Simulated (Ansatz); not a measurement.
Input:

ScAl2:
```
ScAl2
1.0
    0.00000     3.76340     3.76340
    3.76340     0.00000     3.76340
    3.76340     3.76340     0.00000
Sc Al
2 4
Direct
  0.00000   0.00000   0.00000
  0.25000   0.25000   0.25000
  0.62500   0.62500   0.62500
  0.12500   0.62500   0.62500
  0.62500   0.62500   0.12500
  0.62500   0.12500   0.62500
```

This is the PBEsol-relaxed structure.

Task: All from PBEsol (plane waves, PAW; program Ansatz), unless another level is named. Give the density of states at the Fermi level.

Result: 0.61 states/eV per atom (mean over ±0.08 eV).

Task: What about the formation energy from the elements (no fitted shifts)?

Result: -0.49 eV/atom.

Space group Fd-3m (cubic Laves (MgCu2 type)). The first step of the workflow began from a Materials Project structure, measured or hypothetical; the Crystallography Open Database copy checked does not list it. Its standing as an ambient phase is unchecked. The cell was relaxed with PBEsol under the symmetry of its start; its stability against distortions is not shown here. The run is not spin-polarised. The references are the lowest solids computed at this level, not always the standard phases.

Potentials: the later of the program's two PAW sets.
